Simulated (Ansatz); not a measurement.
BAs:
```xyz
2
Lattice="0.0000 2.3912 2.3912 2.3912 0.0000 2.3912 2.3912 2.3912 0.0000" Properties=species:S:1:pos:R:3 pbc="T T T"
B      3.5868     3.5868     3.5868
As     0.0000     0.0000     0.0000
```

Tensor components refer to the Cartesian frame of this cell.

Question: Give the high-frequency dielectric tensor and the Born effective charge tensors of the independent atoms from DFPT, r²SCAN (plane waves, PAW; program Ansatz).

Answer: 
ε∞:
```
9.31  0.00  0.00
0.00  9.31  0.00
0.00  0.00  9.31
```
Z* of atom 1 (B), rows: field, columns: displacement, in e:
```
-0.37   0.00   0.00
 0.00  -0.37   0.00
 0.00   0.00  -0.37
```
Z* of atom 2 (As), rows: field, columns: displacement, in e:
```
0.37  0.00  0.00
0.00  0.37  0.00
0.00  0.00  0.37
```

Static charges for comparison (Bader): B1 +0.21, As2 -0.21 e. Born charges measure polarisation by displacement and can exceed these by far.

Space group F-43m (zinc blende). The cell was relaxed with r²SCAN under the symmetry of its start. Spin–orbit coupling is left out wherever it is not named.

Potentials: the earlier of the program's two PAW sets. The files were generated under PBE; for other functionals the program regenerates the frozen cores, and for LDA and PBEsol the local potential too.
